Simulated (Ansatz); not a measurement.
Data sheet: SnRu₃C (DFT)

SnRu$_{3}$C:
```cif
data_CRu3Sn
_chemical_formula_sum 'Sn1 Ru3 C1'
_space_group_name_H-M_alt 'Pm-3m'
_space_group_IT_number 221
_space_group_name_Hall '-P 4 2 3'
_cell_length_a 4.06627
_cell_length_b 4.06627
_cell_length_c 4.06627
_cell_angle_alpha 90.000
_cell_angle_beta 90.000
_cell_angle_gamma 90.000
loop_
_atom_site_label
_atom_site_type_symbol
_atom_site_symmetry_multiplicity
_atom_site_Wyckoff_symbol
_atom_site_fract_x
_atom_site_fract_y
_atom_site_fract_z
_atom_site_occupancy
Sn1 Sn 1 a 0.00000 0.00000 0.00000 1
Ru1 Ru 3 c 0.00000 0.50000 0.50000 1
C1 C 1 b 0.50000 0.50000 0.50000 1
```

Space group Pm-3m (No. 221), anti-perovskite; conventional cell a = b = c = 4.066 Å, α = β = γ = 90.00°.

Method: the program Ansatz at the r²SCAN level (PAW). Geometry: relaxed at this level of theory. Other levels are named where they apply.

**Cell and energy**

| Item | Result |
|---|---|
| Volume per atom | 13.45 Å³ |
| Density | 10.72 g/cm³ |
| Formation energy from the elements (no fitted shifts) | 0.051 eV/atom |

**Electronic structure**

| Property | Value |
|---|---|
| Electronic character | metallic (no gap) |
| Density of states at the Fermi level | 0.26 states/eV per atom (mean over ±0.08 eV) |
| Gap with spin–orbit coupling | none (metallic) |

**Mechanics**

| Quantity | Result |
|---|---|
| Bulk modulus (Birch–Murnaghan fit) | 264 GPa |
| Pressure derivative B′ | 4.8 |
| Elastic constants (relaxed ions, GPa) | C11 = 505, C12 = 144, C44 = 125 |
| Mechanical stability | stable (all eigenvalues of C positive) |
| Hill bulk and shear moduli | 265 and 145 GPa |
| Young's modulus | 368 GPa |
| Poisson's ratio | 0.27 |
| Debye temperature from the elastic constants | 513 K |

The start of the workflow was typed in or built on a structure type; neither database checked (COD, Materials Project) lists it. Its standing as an ambient phase is unchecked. Symmetry was held in the r²SCAN relaxation; whether a distortion lowers the energy is not shown. No spin polarisation was allowed. As this level gives no gap, shear constants depend on the k-mesh and smearing (Fermi–Dirac, 0.1 eV here). The references are the lowest solids computed at this level, not always the standard phases. Spin–orbit coupling is left out wherever it is not named.

Potentials: the later of the program's two PAW sets.
